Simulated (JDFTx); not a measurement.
Mg(1 0 -1 1) slab cut from bulk Mg (space group P6_3/mmc, indices of the conventional cell, lattice of the Materials Project entry mp-153, not re-optimised): 8 atoms in 8 planes, a 1x1 cell of 18.49 Å² (|a| = 3.172, |b| = 6.041 Å), 7.8 Å between the outermost planes, cell height 23.7 Å, 8×8×1 k mesh, Fermi smearing 0.01 Ha, no spin polarisation.

Profiles through the double layer of this slab, charged, in linear PCM (GLSSA13), water, 0.5 M NaCl; PBE, GBRV ultrasoft potentials, plane waves to 20/100 Ha, a modified build of JDFTx. z is the height above the outermost atoms, φ the plane-averaged electrostatic potential energy of an electron (zero in the bulk liquid), ρ_b the bound charge of solvent and ions, s the cavity shape function (0 in the solid, 1 in the liquid).

```tsv
z (Å)	n (e/Å³)	s	φ (eV)	ρ_b (10⁻³ e/Å³)
0.86	0.0587	0.00	-1.589	-0.01
1.32	0.0329	0.00	-0.288	0.14
1.77	0.0170	0.00	0.197	3.23
2.22	0.0081	0.04	0.152	7.98
2.67	0.0037	0.28	0.098	4.93
3.12	0.0016	0.76	0.083	1.95
3.57	0.0007	0.98	0.074	0.81
4.02	0.0003	1.00	0.067	0.36
4.48	0.0001	1.00	0.061	0.17
4.93	0.0001	1.00	0.055	0.08
5.38	0.0000	1.00	0.049	0.04
5.83	0.0000	1.00	0.044	0.03
6.28	0.0000	1.00	0.040	0.02
6.73	0.0000	1.00	0.036	0.01
7.18	0.0000	1.00	0.032	0.01
7.64	0.0000	1.00	0.029	0.01
```

Is the electrode positively or negatively charged, and roughly by how much?

Negatively: σ = -14.3 μC/cm² per face. The liquid's bound charge is of the opposite sign overall, and far from the surface φ decays with the screening length (4.3 Å).
